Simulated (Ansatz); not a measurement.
# 4 guesses for PdPt2Se3 and where they end

Theory: DFT PBE, scalar-relativistic, plane waves, PAW in Ansatz. All cells share a 420 eV cutoff and Γ-centred k meshes spaced at most about 0.3 Å⁻¹ (about 0.25 or finer for metals, 2π included). No spin polarisation in the final relaxations.

Each guess was relaxed in cell and atoms at zero pressure, within the symmetry of its start. Temperature and zero-point effects are left out. Coordination counts Se atoms around Pd and Pt (those within 1.25 times the shortest such distance or 1.15 times the sum of covalent radii; the shortest distance is added where it is long for a bond).

| guess | made from | start group | V start (Å³/atom) | end group | V end (Å³/atom) | coordination at the end | gap on mesh (eV) | E over the lowest end (meV/atom) |
| --- | --- | --- | --- | --- | --- | --- | --- | --- |
| 1 | TmB2Rh3 type | P6/mmm | 21.3 | P6/mmm | 21.8 | Pd 12 from 3.7 Å, Pt 6 | 0 | 567 |
| 2 | random cell | P4/mmm | 23.9 | ? | ? | ? | ? | ? |
| 3 | Nd2PdRu3 type | R-3m | 22.6 | R-3m | 21.8 | Pd 6, Pt 3 | 0 | 416 |
| 4 | Mn2NiO3 type | P-3m1 | 22.5 | P-3m1 | 18.6 | Pd 6, Pt 6 | 0 | 0 |

Guess 2 as it starts:

```cif
data_structure
_symmetry_space_group_name_H-M 'P4/mmm'
_symmetry_Int_Tables_number 123
_cell_length_a 4.7887
_cell_length_b 4.7887
_cell_length_c 6.2536
_cell_angle_alpha 90.000
_cell_angle_beta 90.000
_cell_angle_gamma 90.000
_cell_volume 143.41
loop_
_atom_site_label
_atom_site_type_symbol
_atom_site_symmetry_multiplicity
_atom_site_Wyckoff_symbol
_atom_site_fract_x
_atom_site_fract_y
_atom_site_fract_z
_atom_site_occupancy
Pd1 Pd 1 c 0.50000 0.50000 0.00000 1
Pt1 Pt 2 f 0.00000 0.50000 0.00000 1
Se1 Se 2 h 0.50000 0.50000 0.31083 1
Se2 Se 1 a 0.00000 0.00000 0.00000 1
```

Task: Fill in the missing row: what does this guess relax into, and where does it rank?

Result: It ends in space group P4/mmm (No. 123), with a = 5.093 Å, c = 7.083 Å, 30.6 Å³/atom and no gap. It lies 0.61 eV/atom over the lowest end, above guess 1 and so the highest of the set. Counting Se atoms around Pd and Pt, this end has Pd 2, Pt 2 and the lowest (guess 4) has Pd 6, Pt 6. This end holds Se–Se pairs (shortest 2.36 Å); in the lowest (guess 4) the shortest Se–Se distance is 3.69 Å.

```
CELL_PARAMETERS angstrom
5.09323 0.00000 0.00000
0.00000 5.09323 0.00000
0.00000 0.00000 7.08273
ATOMIC_POSITIONS crystal
Pd 0.50000 0.50000 0.00000
Pt 0.00000 0.50000 0.00000
Pt 0.50000 0.00000 0.00000
Se 0.50000 0.50000 0.33350
Se 0.50000 0.50000 0.66650
Se 0.00000 0.00000 0.00000
```

Energies over the elements count from the elements' standard structures at the same level, with no fitted energy shifts.

Task: Is the lowest end bound against the elements?

Result: Yes: its formation energy is −0.09 eV/atom. It lies below the elements, which doesn't yet make it stable against other compounds or structures.

These runs have no spin–orbit coupling, which can matter for Pt. The reference form of Se is held partly by dispersion forces, which this level lacks. Cells relaxed within their symmetry can be saddle points. A lower structure may well exist outside this small set. Some candidate types were left out of the draw beforehand, so a known form may be missing.
